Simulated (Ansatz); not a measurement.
WS2:
```
WS2
1.0
    3.12538     0.00000     0.00000
   -1.56269     2.70666     0.00000
    0.00000     0.00000    33.00000
S W
2 1
Direct
  0.00000   0.00000   0.45271
  0.00000   0.00000   0.54729
  0.66667   0.33333   0.50000
```
The layer is periodic in x and y and isolated along z.

Relaxed with LDA.

Question: Tabulate the total density of states from the program Ansatz at the LDA level (PAW).

Answer: States/eV per cell of 3 atoms, means over 0.25 eV bins, energy of the bin centre from the valence-band maximum.

```tsv
E (eV)	total
-7.85	0.00
-7.60	0.00
-7.35	0.00
-7.10	0.00
-6.85	0.00
-6.60	0.72
-6.35	1.35
-6.10	1.71
-5.85	2.89
-5.60	2.82
-5.35	1.37
-5.10	0.94
-4.85	0.72
-4.60	2.54
-4.35	4.86
-4.10	1.22
-3.85	0.97
-3.60	3.98
-3.35	3.27
-3.10	1.57
-2.85	1.49
-2.60	1.76
-2.35	1.61
-2.10	4.67
-1.85	2.39
-1.60	2.35
-1.35	2.57
-1.10	1.42
-0.85	2.91
-0.60	1.96
-0.35	1.36
-0.10	0.59
0.15	0.00
0.40	0.00
0.65	0.00
0.90	0.00
1.15	0.00
1.40	0.00
1.65	0.00
1.90	0.01
2.15	1.90
2.40	2.66
2.65	2.54
2.90	5.20
3.15	2.95
3.40	4.03
3.65	2.40
3.90	2.03
4.15	1.78
4.40	0.59
4.65	1.62
4.90	2.38
5.15	0.95
5.40	1.13
5.65	1.39
```

Space group P-6m2 (1H). A layer that has been made, often on a substrate. Symmetry was held in the LDA relaxation; its stability against distortions is not shown here. The run is not spin-polarised. Scalar-relativistic: spin–orbit coupling is off unless named, which matters more the heavier the elements.

Potentials: the later of the program's two PAW sets.
